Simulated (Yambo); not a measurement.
G0W0@PBEsol for CsScW$_{2}$O$_{8}$ (space group P-3m1, No. 164) in Yambo. Reference settings: 3×3×1 Γ-centred k mesh, bands 4 to 360 and a 7 Ry block in the screening, 360 bands in G with the Bruneval-Gonze terminator, plasmon pole fitted at 27.2 eV. The PBEsol gap (0, 0.333, 0) → Γ on this mesh is 3.90 eV; G0W0 gaps are taken between the same points.

The settings were changed. The gap went from 6.60 eV to 6.65 eV, and the shift of the valence edge from -0.90 eV to -0.84 eV.

### Question
Name the change that produced these shifts.
A. 140 bands in G, no terminator
B. 140 bands in W, 140 bands in G
C. 235 bands in W, 235 bands in G
D. no terminator

### Answer
C, 235 bands in W, 235 bands in G. The others gave (gap, valence shift): 140 bands in G, no terminator: 6.81, -0.28 eV; 140 bands in W, 140 bands in G: 6.75, -0.72 eV; no terminator: 6.68, -0.71 eV.

Spin-orbit coupling is not included.

Geometry of the Materials Project entry, not relaxed at this level; primitive cell a = 5.9272 Å, b = 5.9272 Å, c = 8.1058 Å, α = 90.00°, β = 90.00°, γ = 120.00°.

The structure is a Materials Project entry; no match was found in the copy of COD used, and its stability was not checked.

A shift is the quasiparticle energy of the state minus its PBEsol energy.
